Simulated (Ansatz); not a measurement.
Mg3CdO4:
```cif
data_CdMg3O4
_chemical_formula_sum 'Mg3 Cd1 O4'
_space_group_name_H-M_alt 'Pm-3m'
_space_group_IT_number 221
_space_group_name_Hall '-P 4 2 3'
_cell_length_a 4.39134
_cell_length_b 4.39134
_cell_length_c 4.39134
_cell_angle_alpha 90.000
_cell_angle_beta 90.000
_cell_angle_gamma 90.000
loop_
_atom_site_label
_atom_site_type_symbol
_atom_site_symmetry_multiplicity
_atom_site_Wyckoff_symbol
_atom_site_fract_x
_atom_site_fract_y
_atom_site_fract_z
_atom_site_occupancy
Mg1 Mg 3 c 0.00000 0.50000 0.50000 1
Cd1 Cd 1 a 0.00000 0.00000 0.00000 1
O1 O 3 d 0.00000 0.00000 0.50000 1
O2 O 1 b 0.50000 0.50000 0.50000 1
```

Relaxed with PBEsol.

Task: Give the optical modes at the zone centre with their infrared activity from DFPT, DFT-PBEsol in the program Ansatz with PAW potentials.

Result: Transverse frequencies, without the LO–TO term; a row sums one degenerate level.

```tsv
ω (cm⁻¹)	degeneracy	IR ((D/Å)²/amu)	activity	symmetry
142	3	4.34	IR	T1u
242	3	0.00	IR-inactive	T2u
260	3	93.93	IR	T1u
281	3	0.00	IR-inactive	T2u
305	3	0.74	IR	T1u
411	3	0.15	IR	T1u
552	3	19.42	IR	T1u
```

Task: How high does the top mode go among those that the LO–TO term moves?

Result: 639 cm⁻¹ for q along x.

The first step of the workflow began from a Materials Project structure, measured or hypothetical; the Crystallography Open Database copy checked does not list it. With Mg and Cd taken as one species the cell has the higher symmetry Fm-3m, so it may be an ordered model of a mixed-site phase. Whether it is the stable phase at ambient conditions was not checked. Symmetry was held in the PBEsol relaxation; of distortions, only those at the zone centre were tested.

Potentials: the later of the program's two PAW sets.
